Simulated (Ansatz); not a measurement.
The start is a relaxed BP cell, doubled along one cell vector, shaken by Gaussian noise of σ = 0.08 Å a coordinate. A full variable-cell relaxation at zero pressure is run with PBEsol (plane waves to 420 eV, PAW, scalar-relativistic; Ansatz, a first-principles code). The first steps use a coarse 5×9×9 k-mesh.

Initial structure:
```yaml
crystal:
  lattice:
    - [0.00000, 4.52011, 4.52011]
    - [2.26005, 0.00000, 2.26005]
    - [2.26005, 2.26005, 0.00000]
  atoms:
    - { symbol: P, position: [0.98555, 0.96600, 0.02890] }
    - { symbol: P, position: [0.50204, 0.95647, 0.99335] }
    - { symbol: B, position: [0.37413, 0.73923, 0.71922] }
    - { symbol: B, position: [0.87283, 0.74152, 0.76042] }
```

Task: By how much does the energy per atom fall from start to end?

Result: 0.063 eV/atom.

Task: Does it find its way back to the structure it was made from?

Result: The parent structure is recovered, F-43m (No. 216).

Task: How do the shortest distances between atoms change?

Result: The closest pairs of elements (up to four, under 3.6 Å), start → end: B–P 1.88 → 1.96 Å; P–P 3.09 → 3.20 Å; B–B 3.13 → 3.20 Å.

Final structure:

Space group F-43m (No. 216); a = b = c = 4.520 Å, α = β = γ = 90.00°

```csv
atom,site,symmetry,x,y,z
P,4d,-43m,0.7500,0.7500,0.7500
B,4a,-43m,0.0000,0.0000,0.0000
```
(The calculation used a cell of 2 atoms; values per cell refer to that cell.)

Final values are on a 13×13×13 k-mesh of the relaxed cell. No spin polarisation in the result.
